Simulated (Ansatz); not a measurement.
# Magnetic order of FeO at several levels

```
CELL_PARAMETERS angstrom
0.00000 4.31080 4.31080
2.15540 0.00000 2.15540
2.15540 2.15540 0.00000
ATOMIC_POSITIONS crystal
Fe 0.00000 0.00000 0.00000
O 0.25000 0.50000 0.50000
Fe 0.50000 0.00000 0.00000
O 0.75000 0.50000 0.50000
```

The same starts (parallel, antiparallel patterns that fit this cell, and no moments) were run with plane-wave PAW DFT (Ansatz 0.2.0; atoms fixed, collinear spin, no spin-orbit coupling; 5×10×10 Γ-centred mesh, fermi-dirac occupations of width 0.050 eV) at these levels: PBE, 420 eV; r2SCAN, 500 eV.

How do order, exchange and moments depend on the level?

The runs give, at zero smearing:

```
 level      lowest state  mean moment on Fe (μB)  parallel less best compensated antiparallel (meV per Fe)  gain over no moments (meV per Fe)
   PBE  parallel moments                    3.45                                                       -35                               1434
r2SCAN  parallel moments                    3.52                                                       -44                               1720
```

Site moments are taken in small spheres that don't touch (radius about 0.4 of the atom's shortest bond), so those of the magnetic atoms read low. Both levels favour parallel moments: the difference runs from -44 to -35 meV per Fe.

The cell is that of a Crystallography Open Database entry, unchanged but doubled along one cell vector so that moments can oppose. Note on the entry: the entry's cell lengths or inner coordinates differ somewhat from later room-temperature determinations.

Caveats: only orders that fit this cell were tried, so the true order may need a larger cell or canted moments; atoms and cell are held at the entry's values; differences under about 5 meV per magnetic atom weren't tested against a denser mesh or another U, and are taken as unresolved; r2SCAN overestimates the moments and magnetic energies of itinerant metals; the state without moments isn't the paramagnet, so the last column is no ordering energy, and a U inflates it; the entry's cell stands up to -5 GPa off zero pressure at these levels; the nearest magnetic atoms form triangles, which frustrates antiparallel coupling, so the true order may be non-collinear or need another cell.
